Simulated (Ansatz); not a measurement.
Cu Kα1 powder pattern (kinematic, no thermal factors).
2θ (°) (relative intensity): 11.33 (8), 22.78 (100), 23.92 (14), 26.54 (22), 33.27 (12), 34.47 (36), 42.07 (6), 42.39 (6), 43.71 (13), 46.53 (10), 48.37 (36), 48.97 (2), 50.43 (3), 52.98 (3), 54.66 (3), 59.17 (3), 61.25 (2), 64.75 (1), 66.49 (1), 67.71 (2), 69.85 (1), 71.29 (2), 75.24 (8), 76.88 (11), 77.10 (2), 81.43 (5), 85.02 (1), 87.05 (8), 87.46 (3)

The pattern is computed from a structure relaxed with DFT PBE+D3(BJ), scalar-relativistic, plane waves, PAW in Ansatz. No spin polarisation. Its elements are C, Na.

Give the structure.

NaC$_{12}$.
Space group P6/mmm (No. 191). a = 4.292 Å, b = 4.292 Å, c = 7.801 Å, α = 90.00°, β = 90.00°, γ = 120.00°
| atom | site | symmetry | x | y | z |
| --- | --- | --- | --- | --- | --- |
| Na | 1a | 6/mmm | 0.0000 | 0.0000 | 0.0000 |
| C | 12n | ..m | 0.3334 | 0.0000 | 0.7116 |

A pattern alone doesn't exclude other cells with like lines; this is the one computed.

The structure comes from a generated guess; another structure or a mixture of phases may lie lower.
